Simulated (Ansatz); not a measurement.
Starting cell, Cu (fcc, Cu type):

```yaml
crystal:
  lattice:
    - [3.56339, 0.00000, 0.00000]
    - [0.00000, 3.56339, 0.00000]
    - [0.00000, 0.00000, 3.56339]
  atoms:
    - { symbol: Cu, position: [0.00000, 0.00000, 0.00000] }
    - { symbol: Cu, position: [0.50000, 0.50000, 0.00000] }
    - { symbol: Cu, position: [0.50000, 0.00000, 0.50000] }
    - { symbol: Cu, position: [0.00000, 0.50000, 0.50000] }
```

In this cell atom 4 (Cu, nearest neighbour Cu at 2.520 Å; its periodic images, 3.6 Å or more away, move with it) is moved by u·(1.000, 0.000, 0.000) + v·(0.000, 1.000, 0.000); the rest is frozen.

The numbers are results of PBEsol (plane waves to 420 eV, PAW, scalar-relativistic; Ansatz, a program for electronic structure), not measurements. k mesh 11×11×11 (Γ-centred), Fermi-Dirac smearing 0.05 eV. Stress and pressure are positive under compression. With partly filled bands, energies and forces of such displacements shift with the k mesh and the smearing. Cu is run without spin polarisation. Cu was relaxed with its symmetry unable to fall. The PAW data are Ansatz's earlier set. The last digit holds for this mesh only.

Changes of P (GPa) from the point u = 0.000 Å, v = 0.000 Å when one coordinate moves alone (two changes are said to add if the coupling is within 5 % of the smaller one, nearly so within 20 %):

```csv
point,change
"u = 0.000 Å, v = -0.380 Å",7.16
"u = 0.000 Å, v = -0.190 Å",1.77
"u = -0.380 Å, v = 0.000 Å",7.16
"u = -0.190 Å, v = 0.000 Å",1.77
"u = 0.190 Å, v = 0.000 Å",1.77
"u = 0.380 Å, v = 0.000 Å",7.16
"u = 0.000 Å, v = 0.190 Å",1.77
"u = 0.000 Å, v = 0.380 Å",7.16
```

Q: What is the change at u = -0.380 Å, v = -0.190 Å, where both move, and how far is it from the sum?

A: The sum of the single changes is 7.16 + (1.77) = 8.93; the calculation gives 9.36, so the coupling contributes 0.43 (over 20 % of the smaller single change, not additive).

(For displaced atoms, the force is minus the slope of the energy, and its curvature is a force constant, which sets phonon frequencies.)
